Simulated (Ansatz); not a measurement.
**WB: changing the choice of potentials or basis**

```
W B
1.0
    -1.55750    1.55750    8.46500
     1.55750   -1.55750    8.46500
     1.55750    1.55750   -8.46500
W B
4 4
Direct
  0.80300 0.80300 0.00000
  0.55300 0.05300 0.50000
  0.94700 0.44700 0.50000
  0.19700 0.19700 0.00000
  0.64800 0.64800 0.00000
  0.39800 0.89800 0.50000
  0.10200 0.60200 0.50000
  0.35200 0.35200 0.00000
```

Kept alike: task single point; functional PBEsol; k mesh 12 × 12 × 12; occupations fermi-dirac, width 0.05 eV; no spin polarisation. Program: Ansatz. Cutoffs run from 760 to 1290 eV. The mesh is that of the run's cell of 8 atoms. No spin-orbit coupling.

| choice of potentials or basis | pressure (GPa) |
| --- | --- |
| Ansatz PAW (files of its older set among them) (made for PBE) | 3.29 |
| JTH PAW (made for PBE) | 4.18 |
| PseudoDojo standard (PBEsol files) | 3.78 |
| PseudoDojo stringent (PBEsol files) | 3.78 |

Pressure is positive in compression, with a Pulay correction for the finite cutoff. For a metal such a mesh leaves the last digits unconverged.

Question: What does the choice of potentials or basis change here?

Answer: The pressure runs from 3.29 (Ansatz PAW (files of its older set among them) (made for PBE)) to 4.18 GPa (JTH PAW (made for PBE)).
